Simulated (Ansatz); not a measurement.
Input file for Ansatz (a first-principles code):

Ansatz 0.2 input:
```yaml
crystal:
  lattice:
    - [3.423576371, 0.0, 0.0]
    - [-1.7117881855, 2.9649041091, 0.0]
    - [0.0, 0.0, 7.746405206]
  atoms:
    - { symbol: Be, position: [0.0, 0.5, 0.3333333333] }
    - { symbol: Be, position: [0.5, 0.5, 0.6666666667] }
    - { symbol: Be, position: [0.5, 0.0, 0.0] }
    - { symbol: S, position: [0.0, 0.5, 0.8333333333] }
    - { symbol: S, position: [0.5, 0.5, 0.1666666667] }
    - { symbol: S, position: [0.5, 0.0, 0.5] }
kpoints:
  mp_grid: { grid: [6, 6, 2] }
hamiltonian:
  xc: hse06
  pseudopotentials: { kind: paw }
scf:
  n_extra_bands: 6
  occupations: { method: fixed }
output:
  eigenvalues: true
  eigenstates:
    e_range: [-9.0, 11.7]
    kpoints:
      - [-0.03125, 0.0, 0.0]  # VBM
      - [-0.028646, -0.486979, 0.0]  # CBM
      - [0.0, 0.0, 0.0]  # GAMMA
      - [0.0, 0.0, 0.5]  # A
      - [0.3333333333, 0.3333333333, 0.0]  # K
      - [0.3333333333, 0.3333333333, 0.5]  # H
      - [0.5, 0.0, 0.0]  # M
      - [0.5, 0.0, 0.5]  # L
```

Output (shortened):

```
Pseudopotential: Be, paw, valence charge 2
Pseudopotential: S, paw, valence charge 6
Functional definition: HSE06
davidson cushion auto → on  (no smearing: the cushion is to keep the highest requested band from converging to the state above it …
Crystal: 6 atoms, lattice volume = 78.630 Å³
Basis set: ecut = 420 eV, 1513 PW (Γ)
Bands: 18, of which v1, the nominal top of the filled ones, is band 12 counted from 1 (11 counted from 0)
Symmetry: 12 space group operations
Space group: P6422 (ITA 181), of the structure as read, at distance tolerance 4.3e-5 Å
k-points: 14 of 72
SCF iter   1: F=—  HF=-2988.922711 eV  |F-HF|=—  |Δ(HF+E_count)|=         —  Δρ=2.40e-3  dr2=3.83e-3  ethr=1.77e-3  ⟨swp⟩=8.5  Hψ=1453  notcnv=0
preconditioner: auto → none
iter 2 solved again at ethr=1.41e-6 eV; its pass at ethr=1.60e-5 eV (dr2=3.38e-4 eV) is discarded
SCF iter   2: F=-2988.922057 eV  HF=-2988.921698 eV  |F-HF|=3.59e-4  |Δ(HF+E_count)|=   1.01e-3  Δρ=9.88e-4  dr2=3.40e-4  ethr=1.41e-6  ⟨swp⟩=2.6  Hψ=1332  notcnv=0  defer=1
SCF 1 stopped early in 2 iterations: F = -2988.922057 eV  dr2 = 3.40e-4
Crystal: 6 atoms, lattice volume = 78.630 Å³
Exchange kernel: α = 0.2500, screened, ω = 0.2079 Å⁻¹, Wigner–Seitz truncation, v(0) = 1040.6345 eV·Å³, q-mesh 6×6×2, nearest image of the exchange supercell L …
Frozen-core exchange: fock
SCF iter   1: F=—  HF=-2991.283383 eV  |F-HF|=—  |Δ(HF+E_count)|=         —  Δρ=3.97e-3  dr2=9.69e-3  ethr=1.42e-5  ⟨swp⟩=6.1  Hψ=1165  notcnv=0
preconditioner: auto → none
SCF iter   2: F=—  HF=-2991.279991 eV  |F-HF|=—  |Δ(HF+E_count)|=   3.39e-3  Δρ=1.81e-3  dr2=1.93e-3  ethr=1.42e-5  ⟨swp⟩=3.0  Hψ=684  notcnv=0
SCF iter   3: F=—  HF=-2991.285280 eV  |F-HF|=—  |Δ(HF+E_count)|=   5.29e-3  Δρ=6.36e-4  dr2=3.17e-4  ethr=5.99e-6  ⟨swp⟩=3.1  Hψ=726  notcnv=0
SCF iter   4: F=—  HF=-2991.285178 eV  |F-HF|=—  |Δ(HF+E_count)|=   1.02e-4  Δρ=7.37e-5  dr2=1.12e-5  ethr=1.25e-6  ⟨swp⟩=3.0  Hψ=682  notcnv=0
SCF iter   5: F=-2991.285252 eV  HF=-2991.285254 eV  |F-HF|=1.76e-6  |Δ(HF+E_count)|=   7.63e-5  Δρ=7.70e-5  dr2=4.05e-6  ethr=1.54e-8  ⟨swp⟩=4.4  Hψ=981  notcnv=0
SCF 2 stopped early in 5 iterations: F = -2991.285252 eV  dr2 = 4.05e-6
hybrid outer 1: dexx = +6.627e-3 eV, tail = 1.23e-5 eV
Crystal: 6 atoms, lattice volume = 78.630 Å³
Exchange kernel: α = 0.2500, screened, ω = 0.2079 Å⁻¹, Wigner–Seitz truncation, v(0) = 1040.6345 eV·Å³, q-mesh 6×6×2, nearest image of the exchange supercell L …
Frozen-core exchange: fock
SCF iter   1: F=—  HF=-2991.285230 eV  |F-HF|=—  |Δ(HF+E_count)|=         —  Δρ=3.24e-5  dr2=9.33e-7  ethr=2.57e-7  ⟨swp⟩=2.2  Hψ=565  notcnv=0
preconditioner: auto → none
iter 2 solved again at ethr=6.48e-11 eV; its pass at ethr=3.27e-9 eV (dr2=1.55e-8 eV) is discarded
SCF iter   2: F=-2991.285230 eV  HF=-2991.285230 eV  |F-HF|=3.60e-9  |Δ(HF+E_count)|=   3.22e-7  Δρ=8.05e-6  dr2=2.09e-8  ethr=6.48e-11  ⟨swp⟩=3.4  Hψ=1391  notcnv=0  defer=1
SCF 3 converged in 2 iterations: F = -2991.285230 eV  dr2 = 2.09e-8
hybrid outer 2: dexx = +5.600e-8 eV, tail = 4.28e-8 eV, Δε = 1.19e-3 eV (about 1.30e-4 eV left of the loop's levels)
the search or the solves at the SCF's close seem to have found levels that the self-consistency loop had missed (the run counts 1) …
NSCF: frozen V_eff on 8 k-points
hybrid SCF converged: 2 outer / 7 inner (+2 warm-up), last move |dexx| = 5.60e-8 eV, tail = 4.28e-8 eV
Stability not checked (fock_operator)
Free energy (F): -2991.285230 eV
Frozen-core exchange: fock
Harris-Foulkes:  -2991.285230 eV  (|F-HF|=3.60e-9)
Internal energy: -2991.285230 eV  (E = F + TS)
E sigma→0 (E₀):  -2991.285230 eV
Fermi energy:    6.372214 eV
--- Per-component energies (eV) ---
  E_band       = 4.273713
  E_kinetic    = 383.682781
  E_local      = -283.746757  (includes V_loc(G=0)·N_el)
  E_nonlocal   = 97.501667
  E_hartree    = 89.901666
  E_xc         = -284.200441
  E_vxc        = -263.930382  (∫ρ·V_xc dr)
  E_exx        = -42.588718  (= α·E_x^exact, valence–valence)
  E_paw        = -2006.688263  (= ΣΔE_a)
  E_vpaw       = -23.859330  (= ΣTr[D̂ρ^β])
  E_aug_tail   = 0.000004  (compensation charges beyond the density's cutoff)
  E_ewald      = -944.841422
  E_core_change = -0.305747  (= ΣΔE_core)
  E_smearing   =  0.000000  (= −TS)
  E_closure    =  0.000000  (closes the sum)
  Σ components = -2991.285230   (vs F -2991.285230, Δ=4.55e-13)
  [band-id]    e_kinetic+e_local+e_nonlocal+2·e_hartree+e_vxc+2·e_exx+e_vpaw+e_augmentation_tail = 4.273879   (vs E_band 4.273713, Δ=1.66e-4)
--- Band table (eV; the first three rows and the last of 14) ---
  k-point 0: bands = ["-9.7673", "-8.0550", "-8.0550", "0.9829", "0.9829", "3.4017", "5.1166", "5.1166", "5.6093", "5.6093", "6.0026", "6.3722", "11.4303", "11.4303", "12.4198", "13.4370", "13.4370", "14.7586"]
  k-point 1: bands = ["-9.2957", "-9.2957", "-7.1123", "-0.8212", "3.8857", "3.8857", "4.3741", "4.3741", "5.5343", "5.8402", "5.8402", "5.9812", "10.8680", "12.6711", "12.6711", "12.7339", "13.8522", "14.6239"]
  k-point 2: bands = ["-9.4425", "-7.8105", "-7.7708", "0.9353", "1.1246", "2.5682", "3.7606", "4.0616", "4.5583", "5.1094", "5.4072", "6.1896", "12.1447", "12.2915", "12.5151", "13.3515", "13.4667", "14.2301"]
  k-point 13: bands = ["-7.5124", "-6.8056", "-6.8056", "-0.4104", "0.4055", "0.4055", "1.5118", "1.5118", "2.7277", "2.7277", "3.4435", "5.0363", "11.8133", "12.4811", "13.4971", "13.4971", "13.7002", "13.7002"]
```

Cost: roughly 40 core-seconds on shared cores.

The points marked VBM and CBM come from a semilocal run.

Space group P6_422. The start of the workflow was typed in or built on a structure type; neither database checked (COD, Materials Project) lists it. COD files the formula under space group No. 216, so this cell is another polymorph or a model. Its standing as an ambient phase is unchecked. The PBEsol relaxation kept the symmetry of its start; phonons on a q-mesh show no instability.

Potentials: the later of the program's two PAW sets.

Ansatz is a plane-wave DFT program.
